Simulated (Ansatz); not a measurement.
## What DFT gives for OsPt7

```
Pt Os
1.0
     0.00000    3.89019    3.89019
     3.89019    0.00000    3.89019
     3.89019    3.89019    0.00000
Pt Os
7 1
Direct
  0.50000 0.50000 0.50000
  0.50000 0.00000 0.00000
  0.50000 0.00000 0.50000
  0.00000 0.50000 0.50000
  0.00000 0.50000 0.00000
  0.50000 0.50000 0.00000
  0.00000 0.00000 0.50000
  0.00000 0.00000 0.00000
```

The numbers come from plane-wave PAW DFT (Ansatz): r2SCAN, no spin polarisation, 500 eV, 6×6×6 Γ-centred k points, methfessel-paxton occupations (width 0.0389 eV). Nothing was relaxed.

Problem. Which element gives electrons and which takes them?

Solution. Bader charges in e: Os +0.38, Pt -0.06 to +0.01. In the mean Os gives up most and Pt takes most.

Problem. What is the formation energy?

Solution. 0.12 eV an atom against the elements' usual phases (free molecules for gases, crystals otherwise, with no correction for O₂ or N₂), so at this geometry it isn't bound against them. Relaxing would lower it.

Problem. Describe some of the short contacts.

Solution. Pt–Pt at 2.75 Å: least valence density 0.39 e/Å³ and ELF 0.28 there. Pt–Os at 2.75 Å: least valence density 0.41 e/Å³ and ELF 0.35 there. Both are smooth PAW fields, read partly inside the augmentation spheres.

Problem. Metal or insulator?

Solution. It is a metal, with about 12 states/eV a cell as the mean within 0.25 eV of the Fermi level, mostly Pt d (77 %) and Os d (18 %).

Problem. Is the cell too large or too small?

Solution. The pressure is 8.0 GPa (compression positive), so with the atoms held at these fractions the cell would first expand.

Origin: a known structure type with other elements, at an estimated volume, so it need not be a known compound. Caveats: many states at the Fermi level without spin polarisation, so a magnetic state may lie lower.
